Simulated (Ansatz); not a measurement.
# RbMnO₄: settings compared (Ansatz)

input.yaml:

```yaml
crystal:
  lattice:
    - [3.53625736, 0.0, 0.0]
    - [0.0, 3.53625736, 0.0]
    - [0.0, 0.0, 6.09522491]
  atoms:
    - { symbol: Rb, position: [0.5, 0.5, 0.5] }
    - { symbol: Mn, position: [0.0, 0.0, 0.0] }
    - { symbol: O, position: [0.5, 0.0, 0.0] }
    - { symbol: O, position: [0.0, 0.5, 0.0] }
    - { symbol: O, position: [0.0, 0.0, 0.277] }
    - { symbol: O, position: [0.0, 0.0, 0.723] }
  symmetry: { tolerance: 0.0003 }
kpoints:
  mp_grid: { grid: [5, 5, 3], shift: [0, 0, 0] }
magnetization:
  spin_polarized: false
scf:
  occupations: { method: fermi_dirac }
hamiltonian:
  pseudopotentials: { kind: paw }
  xc: r2scan
basis:
  ecutwfc: 500
output:
  forces: true
  stress: true
  eigenvalues: true
  write_density: true
  write_potential: true
  elf: true
  volumetric_format: npy
```

Run with:

```bash
ansatz run input.yaml --threads 1 --pin off --max-ram 2560MiB --backend cpu --events-out ev --progress --plain --runs-dir out
```

Origin of the cell: a known structure type with other elements, at an estimated volume, so it need not be a known compound.

The smearing width isn't typed, so it takes its default of 0.1 eV.

Output of this run (shortened):

```
SCF iter   1: F=—  HF=-9451.517944 eV  Δρ=6.86e-2  dr2=3.50e0  dr2_τ=3.69e-1
SCF iter   2: F=—  HF=-9451.843254 eV  Δρ=1.02e-1  dr2=8.06e0  dr2_τ=2.18e-1  recentre
SCF iter   3: F=—  HF=-9451.442335 eV  Δρ=1.58e-2  dr2=2.09e-1  dr2_τ=2.99e-3
SCF iter   4: F=—  HF=-9451.426256 eV  Δρ=8.61e-3  dr2=7.95e-2  dr2_τ=1.64e-3
SCF iter   5: F=—  HF=-9451.422170 eV  Δρ=2.36e-3  dr2=6.06e-3  dr2_τ=1.13e-4
SCF iter   6: F=—  HF=-9451.421820 eV  Δρ=4.07e-4  dr2=6.65e-5  dr2_τ=8.30e-6
SCF iter   7: F=—  HF=-9451.421852 eV  Δρ=1.92e-4  dr2=2.74e-5  dr2_τ=6.40e-7
SCF iter   8: F=—  HF=-9451.421851 eV  Δρ=5.67e-5  dr2=2.76e-6  dr2_τ=5.27e-8
SCF iter   9: F=-9451.421851 eV  HF=-9451.421851 eV  Δρ=7.67e-6  dr2=5.67e-8  dr2_τ=1.02e-9
SCF 1 converged in 9 iterations: F = -9451.421851 eV  dr2 = 5.67e-8
SCF converged after 9 iterations
Free energy (F): -9451.421851 eV
Harris-Foulkes:  -9451.421851 eV  (|F-HF|=5.18e-8)
Internal energy: -9451.267420 eV  (E = F + TS)
E sigma→0 (E₀):  -9451.344636 eV
Entropy (-TS):   -0.154430 eV (-25.738 meV/atom)
Fermi energy:    6.314829 eV
--- Per-component energies (eV) ---
  E_band       = -508.355755
  E_kinetic    = 1201.855954
  E_local      = -5342.011692  (includes V_loc(G=0)·N_el)
  E_nonlocal   = 586.178776
  E_hartree    = 2102.552567
  E_xc         = -528.949701
  E_vxc        = -737.699573  (∫ρ·V_xc dr)
  E_paw        = -4566.727052  (= ΣΔE_a)
  E_vpaw       = -468.968011  (= ΣTr[D̂ρ^β])
  E_aug_tail   = 0.004018  (compensation charges beyond the density's cutoff)
  E_vtau       = 47.189120  (kinetic-family band-sum trace: ∫τ·v_τ [+ j·A + Jᵃ·Aᵃ] dr)
  E_ewald      = -2903.612558
  E_core_change = -0.557734  (= ΣΔE_core)
  E_smearing   = -0.154430  (= −TS)
  Σ components = -9451.421851   (vs F -9451.421851, Δ=0.00e0)
--- Forces (eV/Å), atoms counted from 1 ---
  atom   1  Rb     0.000000     0.000000     0.000000
  atom   2  Mn     0.000000    -0.000000    -0.000000
  atom   3  O     -0.000000     0.000000     0.000000
  atom   4  O      0.000000    -0.000000    -0.000000
  atom   5  O      0.000000     0.000000     0.370290
  atom   6  O     -0.000000     0.000000    -0.370290
  max |Σ_I F_I| component: 1.73e-18 eV/Å
--- Stress (GPa, compression-positive) ---
       10.429526       0.000000      -0.000000
        0.000000      10.429526       0.000000
       -0.000000       0.000000       7.543212
  P = ⅓ Tr σ = 9.4674 GPa (94.674 kbar)
```

The same input was run again with these changes:

1. `basis.ecutrho_ratio` default → 9; `crystal.symmetry` { tolerance: 0.0003 } → { detect: false }; `scf.algorithm` default → direct_min
2. `scf.initial_density.chi_scale` default → 0.1
3. `basis.ecutwfc` 500 → "300 eV"
4. `hamiltonian.hubbard` default → { sites: [{ species: Mn, l: d, u_eff: 4.0 }], double_counting: amf }

```json
{"run": "base", "end": "converged", "SCF iterations": "9", "P (GPa)": "9.47", "max force component (eV/Å)": "0.370", "moment (μB)": "–", "ΔE(σ→0) (meV/atom)": "0"}
{"run": "1", "end": "converged", "SCF iterations": "9", "P (GPa)": "9.47", "max force component (eV/Å)": "0.370", "moment (μB)": "–", "ΔE(σ→0) (meV/atom)": "0.00"}
{"run": "2", "end": "converged", "SCF iterations": "15", "P (GPa)": "9.47", "max force component (eV/Å)": "0.370", "moment (μB)": "–", "ΔE(σ→0) (meV/atom)": "0.00"}
{"run": "3", "end": "converged", "SCF iterations": "10", "P (GPa)": "9.34", "max force component (eV/Å)": "0.427", "moment (μB)": "–", "ΔE(σ→0) (meV/atom)": "298.18"}
{"run": "4", "end": "converged", "SCF iterations": "13", "P (GPa)": "10.13", "max force component (eV/Å)": "0.252", "moment (μB)": "–", "ΔE(σ→0) (meV/atom)": "–"}
```

Energies are compared only where functional, datasets, charge and starting cell are the same.

Not properties of the system: run 3 (too coarse or loose: `basis.ecutwfc` = "300 eV").

Caveats of the base run: no spin polarisation, so a magnetic state may lie lower; the k mesh is coarse if the cell is a metal.

Run 3: the cutoff lies below the datasets' advice.

The base run ran for 8.2 s on 1 thread of Arm Neoverse V1, with other jobs on the host, peak memory 0.47 GiB, from the program's own first density.
